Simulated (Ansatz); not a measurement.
The relaxed structure here is a generated cell of BeS: the first start was made by placing the elements on the sites of a structure type, and the end was not matched to a known phase here, so it may be hypothetical.

The end point of a relaxation of BeS. All values below come from PBEsol (plane waves to 420 eV, PAW, scalar-relativistic; Ansatz, a quantum-chemistry and plane-wave program).

```
CELL_PARAMETERS angstrom
      3.41782     0.00000     0.00000
     -1.70891     2.95992     0.00000
      0.00000     0.00000    16.79513
ATOMIC_POSITIONS crystal
  Be 0.00000 0.00000 0.99987
  Be 0.00000 0.00000 0.49987
  Be 0.66667 0.33333 0.83281
  Be 0.33333 0.66667 0.33281
  Be 0.66667 0.33333 0.16652
  Be 0.33333 0.66667 0.66652
  S  0.00000 0.00000 0.87456
  S  0.00000 0.00000 0.37456
  S  0.66667 0.33333 0.70815
  S  0.33333 0.66667 0.20815
  S  0.66667 0.33333 0.04180
  S  0.33333 0.66667 0.54180
```

**Question.** Find the space group and the Wyckoff positions (tolerance 0.01 Å).

**Answer.** Space group P6₃mc (No. 186); a = 3.418 Å, b = 3.418 Å, c = 16.795 Å, α = 90.00°, β = 90.00°, γ = 120.00°

| atom | site | symmetry | x | y | z |
|---|---|---|---|---|---|
| Be | 2a | 3m. | 0.0000 | 0.0000 | 0.4999 |
| Be | 2b | 3m. | 0.3333 | 0.6667 | 0.3328 |
| Be | 2b | 3m. | 0.6667 | 0.3333 | 0.1665 |
| S | 2a | 3m. | 0.0000 | 0.0000 | 0.3746 |
| S | 2b | 3m. | 0.3333 | 0.6667 | 0.2081 |
| S | 2b | 3m. | 0.6667 | 0.3333 | 0.0418 |

This is the AFLOW prototype AB_hP12_186_a2b_a2b (B6, as in SiC).

**Question.** Give the shortest distances between elements (the closest pairs, up to four, under 3.6 Å).

**Answer.** Be–S 2.09 Å; Be–Be 3.42 Å; S–S 3.42 Å.

| Quantity | Value |
|---|---|
| Volume per atom | 14.16 Å³ |
| Density | 2.41 g/cm³ |
| Band gap | 3.31 eV, indirect (valence top at Γ, conduction bottom at M) (no spin-orbit coupling) |
| Smallest direct gap | 4.39 eV at M |

No spin polarisation in the result.

The run could not lose the symmetry of its start, so the end can be a saddle point.
